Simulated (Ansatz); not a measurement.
La3Hf2O3: zone-centre modes

Method: DFT PBE, scalar-relativistic, plane waves, PAW (Ansatz 0.2.0). Settings: 420 eV plane-wave cutoff, Γ-centred 6×6×6 mesh, Gaussian smearing of 0.10 eV. No spin polarisation. Phonons by linear response, acoustic sum rule imposed.

Equilibrium structure at this level:
```xyz
8
Lattice="3.4195 1.9743 4.1329 -3.4195 1.9743 4.1329 0.0000 -3.9485 4.1329" Properties=species:S:1:pos:R:3 pbc="T T T"
La    0.0000    1.9743    4.1329
La   -1.7098   -0.9871    4.1329
La    1.7098   -0.9871    4.1329
Hf    0.0000    0.0000    1.4177
Hf    0.0000    0.0000   10.9810
O     0.0000   -1.9743    2.0665
O     1.7098    0.9871    2.0665
O    -1.7098    0.9871    2.0665
```

The cell was found from a structure generator's guess, not taken from experiment. In a metal, frequencies depend on the k mesh and the smearing, soft modes most. Spin–orbit coupling is left out, which matters for heavy elements.

Optical modes at Γ:
```
frequency (meV)  degeneracy
            8.2           2
            8.4           1
           11.9           2
           13.1           2
           14.2           1
           17.6           2
           18.2           1
           20.8           2
           22.0           1
           23.2           1
           30.6           2
           30.9           1
           67.3           2
           71.9           1
```

All 21 optical modes at Γ are real: no displacement of atoms at fixed cell lowers the energy to second order. Strains and modes at other wave vectors aren't tested by this run.
